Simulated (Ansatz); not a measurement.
Here is the system:

TaN (rock salt, Fm-3m), a = b = c = 4.3476 Å, α = β = γ = 90.00°; the cell used has 2 atoms.

This is the LDA-relaxed structure.

Question: All from LDA (plane waves, PAW; program Ansatz), unless another level is named. Estimate the electronic character.

Answer: metallic (no gap).

Question: Predict the formation energy from the elements (no fitted shifts).

Answer: -1.23 eV/atom.

Question: Give the density of states at the Fermi level.

Answer: 0.35 states/eV per atom (mean over ±0.08 eV).

This is a known high-temperature phase of the composition, computed here at zero pressure and temperature. The cell was relaxed with LDA under the symmetry of its start; its stability against distortions is not shown here. No spin polarisation was allowed. The references are the lowest solids computed at this level, not always the standard phases (solids in place of the gases). Scalar-relativistic: spin–orbit coupling is off unless named, which matters more the heavier the elements.

Potentials: the earlier of the program's two PAW sets. The files were generated under PBE; for other functionals the program regenerates the frozen cores, and for LDA and PBEsol the local potential too.
